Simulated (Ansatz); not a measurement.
Computed with Ansatz, DFT PBE, scalar-relativistic, plane waves, PAW, and for the lanthanide a 4f-in-core norm-conserving potential. Settings: cutoff 630 eV, Γ-centred meshes spaced at most about 0.3 Å⁻¹, and about 0.25 Å⁻¹ or finer for metals (2π included), Gaussian smearing. No spin polarisation in the final relaxations.

Temperature and zero-point effects are left out. All come from trial cells, and lower structures may exist.

Task: Which of these relaxed structures of Dy4Au is the lowest in energy?
A.

Space group P-43m (No. 215). a = 5.571 Å, b = 5.571 Å, c = 5.571 Å, α = 90.00°, β = 90.00°, γ = 90.00°
| atom | site | symmetry | x | y | z |
| --- | --- | --- | --- | --- | --- |
| Dy | 4e | .3m | 0.2817 | 0.2817 | 0.2817 |
| Au | 1a | -43m | 0.0000 | 0.0000 | 0.0000 |

B.

Space group Im-3m (No. 229). a = 6.865 Å, b = 6.865 Å, c = 6.865 Å, α = 90.00°, β = 90.00°, γ = 90.00°
| atom | site | symmetry | x | y | z |
| --- | --- | --- | --- | --- | --- |
| Dy | 8c | .-3m | 0.2500 | 0.2500 | 0.2500 |
| Au | 2a | m-3m | 0.0000 | 0.0000 | 0.0000 |

C.

Space group P6/mmm (No. 191). a = 6.329 Å, b = 6.329 Å, c = 5.293 Å, α = 90.00°, β = 90.00°, γ = 120.00°
```
atom  site  symmetry       x       y       z
  Dy    3f       mmm  0.5000  0.0000  0.0000
  Dy    1b     6/mmm  0.0000  0.0000  0.5000
  Au    1a     6/mmm  0.0000  0.0000  0.0000
```

Result: B. It has space group Im-3m (No. 229); the next, A, with space group P-43m (No. 215), lies 56 meV/atom higher. Counting all near atoms (those within 1.25 times the shortest distance at each site; a plus sign parts nearer from farther groups), the lowest has Dy 2+6, Au 8 and the next has Dy 1, Au 4. Even the lowest lies +0.10 eV/atom against the elements.

Spin–orbit coupling, which can matter for Au, is left out. A magnetic state wasn't ruled out in cells without spin, among them Im-3m, P-43m. Cells relaxed within their symmetry can be saddle points. Some types were kept out of the candidates beforehand, so the set may lack a known form.

The lanthanide is trivalent by construction, without f bands, f moments or other valences. The reference runs of the other elements, and any phases without the lanthanide, used 420 eV, which shifts energies against them by under 10 meV/atom. The lanthanide's reference is the lowest of its hcp, dhcp and fcc cells.
